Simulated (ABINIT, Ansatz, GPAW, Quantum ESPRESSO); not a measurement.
**One calculation of SnN2F2, 4 ways**

```
Sn F N
1.0
     4.39704   -2.64701    0.00000
     4.39704    2.64701    0.00000
    -1.25295    0.00000    3.52112
Sn F N
1 2 2
Direct
  0.00000 0.00000 0.00000
  0.17236 0.17236 0.63653
  0.82764 0.82764 0.36347
  0.46199 0.46199 0.09393
  0.53801 0.53801 0.90607
```

The cell comes from a database or a generator and needn't be the stable form of this composition.

Alike in all runs: task single point; functional PBE; k mesh 6 × 6 × 8; occupations fermi-dirac, width 0.05 eV; no spin polarisation; no spin-orbit coupling. Pressure is positive in compression and, in plane waves, holds the error of the finite cutoff, which Ansatz's Pulay term estimates and takes out.

```tsv
program and potentials	plane-wave cutoff (eV)	notes	band gap (eV)	pressure (GPa)	largest force (eV/Å)
Ansatz, Ansatz PAW	420	-	?	?	?
Quantum ESPRESSO, SSSP 1.3 efficiency PBE	816	-	0.96	5.46	1.245
ABINIT, JTH PAW PBE v2.0	707	-	0.97	4.89	1.461
GPAW, GPAW PAW data sets (gpaw-data 1.2.1)	800	-	0.96	4.02	1.571
```

Estimate from the other rows what the run with Ansatz, Ansatz PAW gave.

Band gap 0.97 eV; pressure 5.30 GPa; largest force 1.545 eV/Å. Its pressure holds a Pulay term of +0.53 GPa. The other rows, which needn't bracket it: band gap 0.96 to 0.97; pressure 4.02 to 5.46; largest force 1.245 to 1.571.
